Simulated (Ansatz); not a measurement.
BaZrS3:
Space group Pnma (No. 62); a = 7.0741 Å, b = 9.9092 Å, c = 6.9231 Å, α = β = γ = 90.00°

```json
[
 {"atom": "Ba", "site": "4c", "symmetry": ".m.", "x": "0.0543", "y": "0.7500", "z": "0.4877"},
 {"atom": "Zr", "site": "4a", "symmetry": "-1", "x": "0.0000", "y": "0.0000", "z": "0.0000"},
 {"atom": "S", "site": "4c", "symmetry": ".m.", "x": "0.0058", "y": "0.2500", "z": "0.0655"},
 {"atom": "S", "site": "8d", "symmetry": "1", "x": "0.2081", "y": "0.0344", "z": "0.7076"}
]
```

Relaxed with PBEsol. PBEsol (plane waves, PAW; program Ansatz) gives a gap of 0.92 eV.

**Question.** What gap does HSE06 give on the same cell (Ansatz, PAW)?

**Answer.** 1.79 eV, 0.86 eV more. The hybrid was solved on a coarser mesh and at special points; its gap is the smallest among all of these.

| k | v1 PBEsol | c1 PBEsol | v1 HSE06 | c1 HSE06 |
|---|---|---|---|---|
| Γ | 0.00 | 0.92 | 0.00 | 1.78 |
| X | -0.23 | 2.01 | -0.23 | 2.91 |
| Z | -0.33 | 2.06 | -0.32 | 2.97 |
| U | -0.10 | 1.04 | ___ | ___ |
| Y | -0.26 | 1.14 | -0.27 | 2.01 |
| S | -0.35 | 2.38 | ___ | ___ |
| T | -0.32 | 2.30 | ___ | ___ |
| R | -0.40 | 2.15 | ___ | ___ |

**Question.** Top valence (v1) and lowest conduction level (c1) in eV from each method's valence maximum (which need not be a listed point): supply the withheld HSE06 values.

**Answer.** 
- T, v1 HSE06: -0.31
- T, c1 HSE06: 3.28
- U, v1 HSE06: -0.08
- U, c1 HSE06: 1.91
- S, v1 HSE06: -0.36
- S, c1 HSE06: 3.36
- R, v1 HSE06: -0.41
- R, c1 HSE06: 3.07

Cost on shared cores: the PBEsol run (SCF on a 4×3×4 mesh, then bands and DOS) about 18 core-minutes (a rough figure), the HSE06 run (SCF on 3×2×3, then a few points) very roughly 40 core-minutes; the tasks are unlike.

The PBEsol relaxation kept the symmetry of its start. No spin polarisation was allowed. Scalar-relativistic: spin–orbit coupling is off unless named, which matters more the heavier the elements.

Potentials: the later of the program's two PAW sets.
